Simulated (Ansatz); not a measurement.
**YHg: stiffness from a series of strains**

```
CELL_PARAMETERS angstrom
3.68200 0.00000 0.00000
0.00000 3.68200 0.00000
0.00000 0.00000 3.68200
ATOMIC_POSITIONS crystal
Y 0.50000 0.50000 0.50000
Hg 0.00000 0.00000 0.00000
```

Atom numbers follow the list: Y1, Hg2.

The conventional cell has a = 3.682 Å, b = 3.682 Å, c = 3.682 Å, α = 90.00°, β = 90.00°, γ = 90.00°. Around Y (atom 1) lie 8 Hg at 3.19 Å. Around Hg (atom 2) lie 8 Y at 3.19 Å.

The cell comes from COD entry 1523310, which wasn't checked; take it as a given geometry.

Spin polarisation is left out, and whether a magnetic state lies lower isn't shown here.

No spin–orbit coupling, which matters for the heavy atoms here.

All numbers below come from Ansatz 0.2.0, DFT, LDA, all-electron LAPW, scalar-relativistic.

Numerical set-up: a Γ-centred 11×11×11 k mesh, Fermi–Dirac smearing of 0.08 eV, basis error target 0.25 meV/atom, no spin polarisation.

The strain is applied along the Cartesian axes of the cell as listed (the other components stay zero). Fractional coordinates are held (clamped ions).

σ is the change of stress from the unstrained cell, which is at -3.48 GPa; tension is positive, so slopes are stress–strain coefficients at that pressure. In a metal the k mesh adds noise.

Only quantities that a quadratic follows smoothly over the whole series are listed; rougher ones are left out.

| εzz | σzz (GPa) | σxx (GPa) |
| --- | --- | --- |
| -0.0200 | -1.81 | -1.15 |
| -0.0100 | -0.88 | -0.56 |
| 0.0000 | 0.00 | 0.00 |
| 0.0200 | 1.64 | 1.03 |

(1) Fit the series and read off the stiffness at zero strain.

(2) One run, at εzz = 0.0100, is withheld. Predict its row.

Answers

(1) Least-squares fits y = p0 + p1 x + p2 x² to the rows give σzz (GPa): p1 = 86.2, p2 = -220; σxx (GPa): p1 = 54.5, p2 = -150. So C11 = 86 GPa and C12 = 54 GPa, which gives B = (C11 + 2 C12)/3 = 65 GPa.

(2) The fits give 0.84, 0.53; the run gave 0.84, 0.53.
